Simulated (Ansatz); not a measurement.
A geometry of Hf away from equilibrium: the start of the relaxation of a relaxed Hf cell displaced along its unstable phonon at q = (0, 0, ½) of its primitive reciprocal cell (55i cm⁻¹), largest move 0.15 Å. These are PBEsol (plane waves to 420 eV, PAW, scalar-relativistic; Ansatz, a first-principles code) values and carry that method's errors. Γ-centred k-mesh 13×13×6 on the run's cell (coarser than for final values), Fermi–Dirac smearing 0.05 eV.

```xyz
2
Lattice="2.9472 0.0000 0.0000 -1.4736 2.5523 0.0000 0.0000 0.0000 5.9222" Properties=species:S:1:pos:R:3:forces:R:3 pbc="T T T" free_energy=-31196.737 pressure_GPa=-0.4
Hf     0.0000    -0.1500     0.0000    0.0000   -0.2519    0.0000
Hf     0.0000     0.1500     2.9611    0.0000    0.2519    0.0000
```

Positions in Å, forces in eV/Å, free energy of the cell in eV (comparable only within this code, potentials and settings). Largest force: 0.25 eV/Å, on Hf1, Hf2 (atoms numbered as listed); the geometry lies 0.44 eV/atom above the end of its relaxation.

No spin polarisation in the result.

The run could not lose the symmetry of its start.

Of the parent cell (P6/mmm (No. 191)): it is a generated cell of Hf: the first start was made by placing the elements on the sites of a structure type, and the end was not matched to a known phase here, so it may be hypothetical. Known forms of Hf include space group No. 194.
